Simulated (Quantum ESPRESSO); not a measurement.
# Planted mistakes on one cell of Si2HfZrO8

These are calculations, not measurements. They come from pw.x of Quantum ESPRESSO 7.5, a plane-wave density functional program, with PseudoDojo standard norm-conserving files (v0.5 for PBE, v0.4.1 for LDA and PBEsol). The cells are made up: elements, strain and atom displacements were drawn at random, and nothing was relaxed. There is no spin polarisation, spin-orbit coupling or dispersion term.

The hafnium file is less sure than the others, with forces about 3 percent (worst 6) and pressure in oxides about 1.5 GPa (worst 2.7) from a second method in checks, which no rerun with the same files tests.

The cell has 12 sites of a rutile lattice (two cells along c). Sites 1 to 4 hold Si Hf Zr Si; sites 5 to 12 hold O O O O O O O O. Cell vectors in Å: (4.671, 0.063, -0.018); (0.063, 4.729, 0.001); (-0.024, 0.002, 6.087). Settings: PBE, cutoff 1143 eV, 5 x 5 x 4 k mesh shifted by half a step, Fermi-Dirac smearing of 0.025 eV.

The intended run has a self-consistency threshold of 1e-07 eV, a smearing term of 0.000 eV, a pressure of -2.05 GPa and 13 iterations. Each further run changes one thing: all lengths scaled by 0.9815; atoms of sites 2 and 3 exchanged; cutoff 770 eV; files of PBEsol; k mesh 1 x 1 x 1; one electron removed; smearing 0.88 eV; threshold 0.6 eV. A coarse mesh keeps the shift, and a charged cell sits in a uniform background.

```
run,change of free energy (eV),smearing term -TS (eV),change of P (GPa),largest change of a force component (eV/Å),iterations
A,-0.014,0.000,0.00,0.428,13
B,1.731,0.000,-13.22,0.026,13
C,1.064,0.000,2.66,1.022,13
D,0.194,0.000,13.15,0.816,13
E,0.104,0.000,7.14,0.247,5
F,-7.810,-0.007,-15.50,0.367,18
G,12.005,0.000,-6.00,0.166,13
H,-1.248,-4.525,6.34,0.396,14
```

A rerun of the intended cell at 1467 eV and k mesh 7 x 7 x 6 moved values by no more than 0.003 eV in the cell's energy, 0.04 GPa in stress and 0.002 eV/Å in force.

Question: which change belongs to which run?

## Worked reading

Run E has the fewest iterations, as a run stopped early does. Run H has the largest smearing term, as wide smearing gives. Run D changes the volume by a factor of 0.9455; minus its pressure change over the logarithm of that factor, 235 GPa, is a rough bulk modulus with clamped atoms. Energies from files of another functional, or of a charged cell, have another zero and say nothing on stability; the pressure of a charged cell rests on the program's zero of potential too.

## Key

| run | change |
| --- | --- |
| A | atoms of sites 2 and 3 exchanged |
| B | cutoff 770 eV |
| C | k mesh 1 x 1 x 1 |
| D | all lengths scaled by 0.9815 |
| E | threshold 0.6 eV |
| F | one electron removed |
| G | files of PBEsol |
| H | smearing 0.88 eV |